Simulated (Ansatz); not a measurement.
The start is a relaxed Bi2Se3 cell displaced along its unstable phonon at q = Γ (52i cm⁻¹), largest move 0.15 Å. Cell shape, volume and atoms are optimised at zero target pressure with PBE (plane waves to 420 eV, PAW, scalar-relativistic; Ansatz, a quantum-chemistry and plane-wave program). The first steps use a coarse 4×4×4 k-mesh.

Starting cell:
```yaml
crystal:
  lattice:
    - [3.70927, 2.14155, 3.59995]
    - [-3.70927, 2.14155, 3.59995]
    - [0.00000, -4.28310, 3.59995]
  atoms:
    - { symbol: Se, position: [0.22592, 0.80894, 0.48834] }
    - { symbol: Se, position: [0.48834, 0.22592, 0.80894] }
    - { symbol: Se, position: [0.80894, 0.48834, 0.22592] }
    - { symbol: Bi, position: [0.32232, 0.32232, 0.32232] }
    - { symbol: Bi, position: [0.66891, 0.66891, 0.66891] }
```

| Item | Value |
|---|---|
| Largest initial force | 0.16 eV/Å, on Bi4 (atoms numbered as listed) |
| Volume change | +7.9 %, from 34.32 to 37.02 Å³/atom |
| Relative to the parent | It does not go back: it reaches R3 (No. 146), 27 meV/atom below the parent |
| Shortest distances (start → end) | The closest pairs of elements (up to four, under 3.6 Å), start → end: Bi–Se 2.78 → 2.73 Å |
| Optimiser moves | 11 |

Relaxed structure:

```cif
data_Bi6Se9
_chemical_formula_sum 'Se9 Bi6'
_space_group_name_H-M_alt 'R3 :H'
_space_group_IT_number 146
_space_group_name_Hall 'R 3'
_cell_length_a 7.40513
_cell_length_b 7.40513
_cell_length_c 11.69280
_cell_angle_alpha 90.000
_cell_angle_beta 90.000
_cell_angle_gamma 120.000
loop_
_atom_site_label
_atom_site_type_symbol
_atom_site_symmetry_multiplicity
_atom_site_Wyckoff_symbol
_atom_site_fract_x
_atom_site_fract_y
_atom_site_fract_z
_atom_site_occupancy
Se1 Se 9 b 0.28018 0.34666 0.18329 1
Bi1 Bi 3 a 0.00000 0.00000 0.30944 1
Bi2 Bi 3 a 0.00000 0.00000 0.65512 1
```
(The calculation used a cell of 5 atoms; values per cell refer to that cell.)

Final values are on a 6×6×6 k-mesh of the relaxed cell. No spin polarisation in the result.

The run could not lose the symmetry of its start: the end is stationary, and may be a saddle point rather than a minimum.

The relaxed structure here is a generated cell of Bi2Se3: the first start was made by placing the elements on the sites of a structure type, and the end was not matched to a known phase here, so it may be hypothetical. Known forms of Bi2Se3 include space group No. 166.
